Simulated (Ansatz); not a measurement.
MgGaNO in space group P3m1 (No. 156; Ga on 1b, Mg on 1c, O on 1b, N on 1c), plane-wave PAW r²SCAN (Ansatz code). The conduction-band minimum lies at Γ, with 1 equivalent valley. Second derivatives d²E/dk² of the lowest band at one valley (eV·Å²), along Cartesian directions:

```json
[
 {"direction": "[100]", "d²E/dk²": "36.02"},
 {"direction": "[010]", "d²E/dk²": "36.02"},
 {"direction": "[001]", "d²E/dk²": "27.37"},
 {"direction": "[110]", "d²E/dk²": "36.02"},
 {"direction": "[101]", "d²E/dk²": "31.70"},
 {"direction": "[011]", "d²E/dk²": "31.70"}
]
```

### Question
Find the principal effective masses, the density-of-states mass and the conductivity mass.

### Answer
Off-diagonal terms follow from H_xy = H[110] − (H_xx + H_yy)/2, and m*/mₑ = 7.620 eV·Å² over each eigenvalue: 0.21, 0.21, 0.28. One valley's DOS mass (m₁m₂m₃)^(1/3) = 0.23, conductivity mass 3/(Σ 1/mᵢ) = 0.23 mₑ.

### Question
What effective density of states Nc follows at 300 K for parabolic valleys?

### Answer
Nc = 2.509e19 × 1 × (0.23)^(3/2) ≈ 2.8e18 cm⁻³.

The start of the workflow was typed in or built on a structure type; neither database checked (COD, Materials Project) lists it. Whether it is the stable phase at ambient conditions was not checked. The r²SCAN relaxation kept the symmetry of its start; its stability against distortions is not shown here. The volume moved by -18 % from the start of the relaxation. Spin–orbit coupling is left out wherever it is not named.

Potentials: the earlier of the program's two PAW sets. The files were generated under PBE; for other functionals the program regenerates the frozen cores, and for LDA and PBEsol the local potential too.

Edges and masses are those of Kohn–Sham bands, whose gap is no quasiparticle gap.
